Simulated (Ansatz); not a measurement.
A geometry of Sr away from equilibrium: the start of the relaxation of a relaxed Sr cell, doubled along one cell vector, shaken by Gaussian noise of σ = 0.08 Å a coordinate. Calculation: PBEsol (plane waves to 420 eV, PAW, scalar-relativistic; Ansatz, an electronic-structure program). Γ-centred k-mesh 9×9×2 on the run's cell (coarser than for final values), Fermi–Dirac smearing 0.05 eV.

```xyz
8
Lattice="4.1862 0.0000 0.0000 -2.0931 3.6254 0.0000 0.0000 0.0000 27.4796" Properties=species:S:1:pos:R:3:forces:R:3 pbc="T T T" free_energy=-27937.817 pressure_GPa=0.1
Sr    -0.0358     0.0799    -0.0487   -0.0015   -0.0205   -0.0394
Sr    -0.0426    -0.0592    13.7892    0.0059    0.0148   -0.0930
Sr    -0.0735     0.0031     6.9569    0.0074   -0.0074   -0.3214
Sr    -0.0517     0.1040    20.6373    0.0048   -0.0372   -0.0402
Sr     0.0164     2.4619     3.3401   -0.0197    0.0024    0.1506
Sr     0.0303     2.4372    17.2502   -0.0239    0.0044   -0.0651
Sr     1.9940     1.1515    10.1778    0.0110    0.0118    0.3184
Sr     2.0032     1.2099    23.9810    0.0159    0.0317    0.0902
```

Positions in Å, forces in eV/Å, free energy of the cell in eV (comparable only within this code, potentials and settings). Largest force: 0.32 eV/Å, on Sr3, Sr7 (atoms numbered as listed); the geometry lies 0.01 eV/atom above the end of its relaxation.

No spin polarisation in the result.

The end of the path is a generated cell of Sr: the first start was made by placing the elements on the sites of a structure type, and the end was not matched to a known phase here, so it may be hypothetical. Known forms of Sr include space group No. 225.
